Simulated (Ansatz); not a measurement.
# Two-dimensional strain map in FeRu

Level of theory: Ansatz 0.2.0, DFT PBEsol, scalar-relativistic, plane waves, PAW. Settings: plane waves to 420 eV, k-mesh 21×21×12 (Γ-centred), Gaussian smearing 0.15 eV. No spin polarisation. A magnetic state may lie lower. Energies are free energies at this smearing, counted from the undisturbed cell; pressure is positive in compression.

The undisturbed cell (as given, not relaxed at this level; it stands at -13.4 GPa, and it needn't be the usual structure):

```xyz
2
Lattice="2.6428 0.0000 0.0000 -1.3214 2.2887 0.0000 0.0000 0.0000 4.0702" Properties=species:S:1:pos:R:3 pbc="T T T"
Fe    2.6428    0.0000    2.0351
Ru    1.3214    0.7629    0.0000
```

The cell is strained by p along both x and y and by q along z, fractional coordinates fixed. Points are written (p, q). At -13 GPa the given cell is far from its own equilibrium, so these figures belong to a strongly strained crystal.

Energy above the undisturbed cell in meV/atom (a dash: not computed):

| p \ q | -0.030 | -0.015 | 0.000 | 0.015 | 0.030 |
| --- | --- | --- | --- | --- | --- |
| -0.030 | 1.7 | ? | -12.6 | -3.6 | 14.7 |
| -0.015 | -17.8 | – | – | – | – |
| 0.000 | -10.0 | – | 0.0 | – | 47.2 |
| 0.030 | 71.6 | – | ? | – | ? |

**Question.** Fill in the withheld energies.

**Answer.** (-0.030, -0.015): -11.3; (0.030, 0.000): 103.4; (0.030, 0.030): 167.8.